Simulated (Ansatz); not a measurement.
# Clamped-ion strain scan in AlNi

The calculation used Ansatz 0.2.0, DFT PBEsol, scalar-relativistic, plane waves, PAW. Settings: plane waves to 420 eV, k-mesh 18×18×16 (Γ-centred), Gaussian smearing 0.15 eV. No spin polarisation. A magnetic state may lie lower. Energies are free energies at this smearing, counted from the undisturbed cell; pressure is positive in compression.

Zero of the scan (as given, not relaxed at this level; it stands at 0.4 GPa, and it needn't be the usual structure):

```yaml
crystal:
  lattice:
    - [1.93869, -1.95319, 0.00000]
    - [1.93869, 1.95319, 0.00000]
    - [0.00000, 0.00000, 3.09943]
  atoms:
    - { symbol: Al, position: [0.00000, 0.00000, 0.00000] }
    - { symbol: Ni, position: [0.50000, 0.50000, 0.50000] }
```

The cell is strained by ε times the Voigt pattern (1, 0, 0, 0, 0, 0) (xx, yy, zz, yz, xz, xy; engineering shear) with fractional coordinates fixed. The cell is metallic on the mesh throughout.

Q: Over the sampled range (-0.0200 to 0.0200), is the undisturbed cell the lowest point?

A: No: the energy is lower at ε = 0.0100, -1.4 in ΔE (meV/atom).

Q: Which end lies higher in energy, -0.0200 or +0.0200?

A: -0.0200: 9.5 against -0.7.

The scan:

```tsv
ε	ΔE (meV/atom)
-0.0200	9.5
-0.0150	6.2
-0.0100	3.6
-0.0050	1.5
0.0000	0.0
0.0050	-1.0
0.0100	-1.4
0.0150	-1.3
0.0175	-1.0
0.0200	-0.7
```